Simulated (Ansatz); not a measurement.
Method: Ansatz 0.2.0, DFT, r2SCAN, plane waves (500 eV) with PAW, scalar-relativistic. (PAW data from PBE, frozen cores regenerated.)

An element in the bcc structure gives this curve. The cell is scaled uniformly from the relaxed one, with fractional coordinates and shape fixed. Energies are extrapolated to zero smearing, pressures are those at the given smearing. Magnetic state: spin not included.

| V (Å³/atom) | E − E₀ (meV/atom) | P (GPa) |
| --- | --- | --- |
| 12.748 | 313.3 | 65.68 |
| 13.328 | 127.5 | 38.70 |
| 13.907 | 28.9 | 17.23 |
| 14.487 | -0.1 | 0.14 |
| 15.066 | 26.3 | -13.44 |
| 15.646 | 96.5 | -24.18 |
| 16.225 | 201.4 | -32.65 |

Task: Which element is it?
A. osmium
B. platinum
C. aluminium
D. tungsten

Result: A. Its fit is V₀ = 14.48 Å³/atom, B₀ = 381 GPa, B₀′ = 4.7.
